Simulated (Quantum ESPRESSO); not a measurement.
## Al3MgN3O (convergence and cost over cutoff and k mesh)

Simulated, not a measurement. The program is pw.x of Quantum ESPRESSO 7.5 (plane-wave density functional theory). The cell is made up: 8 atoms on a wurtzite lattice, with randomly drawn elements, strain and displacements, not relaxed. PseudoDojo standard norm-conserving files (v0.5 for PBE, v0.4.1 for LDA and PBEsol) set the functional; there is no spin polarisation, spin-orbit coupling or dispersion term, and the masses in the input are unused placeholders.

Input of the run in row 2:

```
&control calculation='scf', pseudo_dir='./dojo.nc.sr.pbe.v0_5.standard.upf', outdir='./o', disk_io='medium', tprnfor=.true., tstress=.true. /
&system ibrav=0, nat=8, ntyp=4, nbnd=26, ecutwfc=84.00895049, nosym=.true., tot_charge=0,
 occupations='smearing', smearing='fd', degauss=0.0018374661
/
&electrons conv_thr=7.350e-09, electron_maxstep=60, /
ATOMIC_SPECIES
Al 1.0 Al.upf
Mg 1.0 Mg.upf
N 1.0 N.upf
O 1.0 O.upf
CELL_PARAMETERS angstrom
3.1634 0.0 0.0
0.0 5.4792 0.0
0.0 0.0 5.1659
ATOMIC_POSITIONS angstrom
Al 0.0823 -0.0597 -0.117
Mg 1.7667 2.6844 -0.0513
Al 1.5177 0.7882 2.6352
Al 0.01 3.4437 2.5772
N 0.0545 -0.0088 1.884
N 1.6034 2.8134 1.941
O 1.594 1.1667 4.4451
N -0.0285 3.5333 4.5628
K_POINTS automatic
6 4 4 1 1 1
```

The same cell was run at these settings. Meshes are shifted by half a step, and differences are from the last row, which is itself not exact.

```
cutoff (eV)     k mesh  k points solved  threshold (eV)  free energy less the last row's (eV)  pressure (GPa)  largest stress difference (GPa)  largest force difference (eV/Å)  iterations  wall time (s)  k-point pools              processor
        800  2 x 2 x 2                4           1e-04                                 0.553           -9.33                            19.80                            0.300          10             13              1  AMD EPYC, Zen 5 class
       1143  6 x 4 x 4               48           1e-07                                 0.001            6.17                             0.00                            0.002          13            168              1  AMD EPYC, Zen 5 class
       1437  8 x 6 x 6              144           1e-07                                 0.000            6.17                             0.00                            0.000          13            585              1  AMD EPYC, Zen 5 class
```

Each pool is one process. Wall times include start-up and a band step at six k points, which weighs most on the coarsest meshes. The runs were on shared virtual cores whose load varied, so times are rough.